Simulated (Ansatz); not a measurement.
Input, command and steps of an Ansatz relaxation.

```yaml
crystal:
  lattice:
    - [-5.96402828, 5.96402828, 0.0]
    - [-5.96402828, 0.0, 5.96402828]
    - [0.0, 5.96402828, 5.96402828]
  atoms:
    - { symbol: Zn, position: [0.5039637129, 0.9977351132, 0.9988749658] }
    - { symbol: Zn, position: [0.9990179091, 0.499349514, 0.0020653008] }
    - { symbol: Se, position: [0.875280344, 0.8725870639, 0.376754481] }
    - { symbol: Se, position: [0.3719978433, 0.8753834881, 0.3748152995] }
    - { symbol: Se, position: [0.8767515649, 0.3761664991, 0.3764442833] }
    - { symbol: Se, position: [0.8736021081, 0.8712591799, 0.8757874472] }
    - { symbol: Se, position: [0.3758721898, 0.3775404018, 0.3723273971] }
    - { symbol: Se, position: [0.3712864292, 0.8766964051, 0.8735527591] }
    - { symbol: Se, position: [0.8751759953, 0.3761491329, 0.87704013] }
    - { symbol: Se, position: [0.3770818049, 0.3702184478, 0.8784789736] }
    - { symbol: Ag, position: [0.002848134, 0.9998599272, 0.0028921342] }
    - { symbol: Ag, position: [0.0005705501, 0.5028603902, 0.5013113302] }
    - { symbol: Cd, position: [0.500668041, 0.502043615, 0.9952247536] }
    - { symbol: Cd, position: [0.5044509767, 0.4998446333, 0.5000467923] }
    - { symbol: In, position: [0.0007463609, 0.001323125, 0.4999204749] }
    - { symbol: In, position: [0.5016479549, 0.9961967853, 0.5014899388] }
  symmetry: { detect: false }
basis:
  ecutwfc: 420
kpoints:
  mp_grid: { grid: [2, 2, 2], shift: [0.5, 0.5, 0.5] }
hamiltonian:
  xc: pbe
scf:
  occupations: { method: gaussian, width: 0.1 }
  lower_state_search: "off"
output:
  forces: true
  stress: true
  eigenvalues: true
relax:
  adjacent_minimum: "off"
  f_tol: 0.04
  max_steps: 50
  cell: { stress_tol: 0.3 }
```

```bash
ansatz run input.yaml --threads 4 --pin off --max-ram 9216MiB --backend cpu --events-out ev --progress --plain --runs-dir out
```

The calculation used Ansatz, DFT PBE, scalar-relativistic, plane waves, PAW.

Of 7 frames 7 are shown, positions in Å and forces in eV/Å; the SCF threshold varies from step to step. Steps run on the plane waves of an earlier cell, with a Pulay correction in the pressure. The basis is chosen afresh for the last frame, the zero of the energies, and at times for earlier ones too; energy and pressure can step there, also at an unchanged geometry. Where two frames share a geometry here, they differ by under 2 meV/atom and 0.3 GPa.

```xyz
16
Lattice="-5.9640 5.9640 0.0000 -5.9640 0.0000 5.9640 0.0000 5.9640 5.9640" Properties=species:S:1:pos:R:3:forces:R:3 pbc="T T T" step=1 free_energy_over_end_meV_per_atom=50.22 pressure_GPa=2.95
Zn   -8.9562    8.9630   11.9078   -0.3051   -0.4871   -0.3540
Zn   -8.9363    5.9705    2.9905    0.4364   -0.3567   -0.5176
Se  -10.4243    7.4672    7.4511   -0.1406   -0.0374   -0.2089
Se   -7.4394    4.4540    7.4562   -0.7103   -0.3528   -0.6494
Se   -7.4724    7.4741    4.4886   -0.7975   -0.1308   -0.5052
Se  -10.4064   10.4334   10.4194    0.5506    0.3403    0.3226
Se   -4.4934    4.4623    4.4722    0.3777    0.1353   -0.0272
Se   -7.4430    7.4243   10.4385   -0.5176    0.4687    0.6709
Se   -7.4629   10.4503    7.4741   -0.5810    0.6331    0.4503
Se   -4.4569    7.4882    7.4473    1.1373   -0.1771   -0.0333
Ag   -5.9802    0.0342    5.9804    0.0512   -0.4356    0.1443
Ag   -3.0025    2.9932    5.9889    0.2561    0.2345    0.0641
Cd   -5.9802    8.9215    8.9298   -0.3071    0.4845   -0.2807
Cd   -5.9896    5.9909    5.9634    0.6082    0.2239   -0.3325
In   -0.0123    2.9860    2.9894    0.6677   -0.6903    0.5870
In   -8.9332    5.9827    8.9322   -0.7261    0.1473    0.6696
16
Lattice="-6.0561 6.0534 -0.0482 -6.0633 -0.0554 6.0991 0.0549 6.0601 6.0987" Properties=species:S:1:pos:R:3:forces:R:3 pbc="T T T" step=2 free_energy_over_end_meV_per_atom=9.34 pressure_GPa=-0.96
Zn   -9.1362    8.9868   12.1115    0.1362    0.0050    0.0814
Zn   -9.0285    5.9543    2.9399    0.0952    0.0075   -0.0316
Se  -10.5832    7.5158    7.4934    0.0311    0.0164    0.4283
Se   -7.6404    4.4026    7.5548    0.1595    0.2775    0.3269
Se   -7.7019    7.5011    4.4502    0.3706    0.1425    0.1546
Se  -10.4026   10.6217   10.6546   -0.3606   -0.2343    0.0057
Se   -4.4875    4.4779    4.5577   -0.1642    0.0468   -0.0306
Se   -7.5632    7.5888   10.7596   -0.1354    0.0248   -0.2513
Se   -7.6052   10.6720    7.6121    0.1210   -0.2007   -0.0494
Se   -4.2943    7.5471    7.6359   -0.4416    0.0679   -0.1493
Ag   -6.1204   -0.0725    6.1222    0.0374   -0.1924   -0.0302
Ag   -2.9716    3.0426    6.1443    0.1910    0.0000    0.0925
Cd   -6.0632    9.1054    9.0305   -0.0316    0.0179   -0.0801
Cd   -5.9790    6.1158    6.0260   -0.1016   -0.0101    0.1372
In    0.1177    2.9640    3.1687   -0.1915    0.1067   -0.2344
In   -9.1651    6.0992    9.2453    0.2846   -0.0755   -0.3698
16
Lattice="-6.0443 6.0401 -0.0381 -6.0457 -0.0395 6.0758 0.0339 6.0359 6.0703" Properties=species:S:1:pos:R:3:forces:R:3 pbc="T T T" step=3 free_energy_over_end_meV_per_atom=1.43 pressure_GPa=-0.27
Zn   -9.1161    8.9805   12.0798    0.0160   -0.0643   -0.0175
Zn   -9.0098    5.9669    2.9475    0.0828   -0.0324   -0.0560
Se  -10.5623    7.5011    7.5107   -0.0242    0.0233    0.0691
Se   -7.6060    4.4476    7.5468    0.0358    0.0263    0.0981
Se   -7.6455    7.5072    4.4664    0.0022   -0.0027   -0.0170
Se  -10.4403   10.5604   10.6116   -0.0804    0.0117   -0.0127
Se   -4.4880    4.4715    4.5438   -0.0482   -0.0060   -0.0105
Se   -7.5732    7.5715   10.6921   -0.0312    0.0627   -0.0185
Se   -7.5960   10.6393    7.5874   -0.0542    0.0309    0.0728
Se   -4.3568    7.5438    7.5912   -0.0592    0.0007    0.0143
Ag   -6.0941   -0.0721    6.0870    0.0315   -0.1171   -0.0558
Ag   -2.9581    3.0273    6.1327    0.1010   -0.0037    0.0450
Cd   -6.0738    9.0867    9.0015   -0.0342    0.0243   -0.0460
Cd   -5.9765    6.0937    6.0101    0.0094    0.0264    0.0369
In    0.0748    2.9622    3.1118   -0.0240    0.0498   -0.0324
In   -9.1210    6.0706    9.1786    0.0771   -0.0298   -0.0699
16
Lattice="-6.0334 6.0180 -0.0349 -6.0362 -0.0377 6.0629 0.0392 6.0223 6.0643" Properties=species:S:1:pos:R:3:forces:R:3 pbc="T T T" step=4 free_energy_over_end_meV_per_atom=0.61 pressure_GPa=0.03
Zn   -9.0979    8.9510   12.0621   -0.0082   -0.0531   -0.0209
Zn   -8.9928    5.9555    2.9444    0.0185    0.0024   -0.0091
Se  -10.5493    7.4710    7.5040   -0.0117    0.0115    0.0022
Se   -7.5863    4.4382    7.5419    0.0011    0.0008    0.0046
Se   -7.6262    7.4831    4.4613   -0.0290   -0.0072    0.0014
Se  -10.4249   10.5248   10.5853   -0.0034    0.0231    0.0149
Se   -4.4782    4.4534    4.5446   -0.0148    0.0029   -0.0063
Se   -7.5593    7.5570   10.6698   -0.0093    0.0316    0.0196
Se   -7.5849   10.6246    7.5845   -0.0254    0.0206    0.0174
Se   -4.3590    7.5319    7.5910    0.0032    0.0121    0.0036
Ag   -6.0785   -0.0950    6.0540    0.0238   -0.0485   -0.0426
Ag   -2.9274    3.0158    6.1400    0.0377   -0.0222    0.0262
Cd   -6.0674    9.0780    8.9895   -0.0083    0.0221    0.0009
Cd   -5.9596    6.0818    6.0111    0.0213    0.0039   -0.0052
In    0.0709    2.9597    3.1008    0.0119    0.0019   -0.0096
In   -9.0930    6.0450    9.1577   -0.0074   -0.0019    0.0029
16
Lattice="-6.0350 6.0136 -0.0295 -6.0378 -0.0322 6.0676 0.0380 6.0221 6.0734" Properties=species:S:1:pos:R:3:forces:R:3 pbc="T T T" step=5 free_energy_over_end_meV_per_atom=0.51 pressure_GPa=0.03
Zn   -9.1041    8.9403   12.0586    0.0035   -0.0148    0.0025
Zn   -8.9837    5.9647    2.9537   -0.0336    0.0074    0.0021
Se  -10.5652    7.4625    7.5150   -0.0029   -0.0023    0.0199
Se   -7.5942    4.4416    7.5507   -0.0047   -0.0174    0.0039
Se   -7.6296    7.4780    4.4847   -0.0057   -0.0083   -0.0047
Se  -10.4277   10.5229   10.5867   -0.0033    0.0096    0.0171
Se   -4.4763    4.4372    4.5804   -0.0289   -0.0009    0.0072
Se   -7.5705    7.5621   10.6607   -0.0156    0.0046   -0.0028
Se   -7.5823   10.6472    7.5930   -0.0234    0.0038    0.0100
Se   -4.3592    7.5488    7.6093    0.0014   -0.0027    0.0030
Ag   -6.0793   -0.0896    6.0273    0.0277   -0.0239   -0.0635
Ag   -2.9065    3.0026    6.1809    0.0184   -0.0269    0.0321
Cd   -6.0654    9.1117    9.0020   -0.0240   -0.0377    0.0146
Cd   -5.9485    6.0878    6.0342   -0.0068   -0.0072    0.0100
In    0.0613    2.9515    3.1032    0.0162    0.0443   -0.0248
In   -9.1214    6.0246    9.1739    0.0817    0.0724   -0.0267
16
Lattice="-6.0325 6.0090 -0.0238 -6.0419 -0.0332 6.0737 0.0356 6.0208 6.0760" Properties=species:S:1:pos:R:3:forces:R:3 pbc="T T T" step=6 free_energy_over_end_meV_per_atom=0.26 pressure_GPa=0.02
Zn   -9.1130    8.9278   12.0767   -0.0087   -0.0063    0.0193
Zn   -8.9922    5.9689    2.9626   -0.0225    0.0237    0.0034
Se  -10.5760    7.4498    7.5255    0.0096   -0.0017   -0.0039
Se   -7.5998    4.4390    7.5560    0.0050   -0.0042   -0.0022
Se   -7.6264    7.4787    4.4865   -0.0115    0.0029    0.0100
Se  -10.4227   10.5119   10.5967    0.0035    0.0054   -0.0012
Se   -4.4685    4.4400    4.5822   -0.0066   -0.0086    0.0135
Se   -7.5734    7.5628   10.6810    0.0029   -0.0090   -0.0091
Se   -7.5914   10.6522    7.6078    0.0083   -0.0027   -0.0247
Se   -4.3772    7.5506    7.6202    0.0195   -0.0048    0.0016
Ag   -6.0764   -0.1159    6.0112   -0.0052   -0.0105   -0.0092
Ag   -2.9006    2.9877    6.2012   -0.0072   -0.0168    0.0141
Cd   -6.0796    9.1125    9.0192   -0.0026    0.0018    0.0178
Cd   -5.9512    6.0812    6.0381    0.0001   -0.0127   -0.0173
In    0.0630    2.9581    3.0972    0.0052    0.0084   -0.0081
In   -9.1108    6.0304    9.1814    0.0100    0.0352   -0.0041
16
Lattice="-6.0325 6.0090 -0.0238 -6.0419 -0.0332 6.0737 0.0356 6.0208 6.0760" Properties=species:S:1:pos:R:3:forces:R:3 pbc="T T T" step=7 free_energy_over_end_meV_per_atom=0.00 pressure_GPa=0.02
Zn   -9.1130    8.9278   12.0767   -0.0087   -0.0064    0.0192
Zn   -8.9922    5.9689    2.9626   -0.0225    0.0237    0.0034
Se  -10.5760    7.4498    7.5255    0.0097   -0.0016   -0.0038
Se   -7.5998    4.4390    7.5560    0.0050   -0.0042   -0.0022
Se   -7.6264    7.4787    4.4865   -0.0115    0.0028    0.0099
Se  -10.4227   10.5119   10.5967    0.0036    0.0053   -0.0012
Se   -4.4685    4.4400    4.5822   -0.0065   -0.0085    0.0135
Se   -7.5734    7.5628   10.6810    0.0028   -0.0089   -0.0090
Se   -7.5914   10.6522    7.6078    0.0082   -0.0026   -0.0246
Se   -4.3772    7.5506    7.6202    0.0197   -0.0048    0.0016
Ag   -6.0764   -0.1159    6.0112   -0.0053   -0.0105   -0.0091
Ag   -2.9006    2.9877    6.2012   -0.0072   -0.0168    0.0141
Cd   -6.0796    9.1125    9.0192   -0.0026    0.0018    0.0178
Cd   -5.9512    6.0812    6.0381    0.0001   -0.0127   -0.0173
In    0.0630    2.9581    3.0972    0.0052    0.0084   -0.0081
In   -9.1108    6.0304    9.1814    0.0099    0.0352   -0.0041
```

Time: 100 s on 4 threads of Arm Neoverse V1, with other jobs on the host, peak memory 1.7 GiB.

The k mesh is coarse.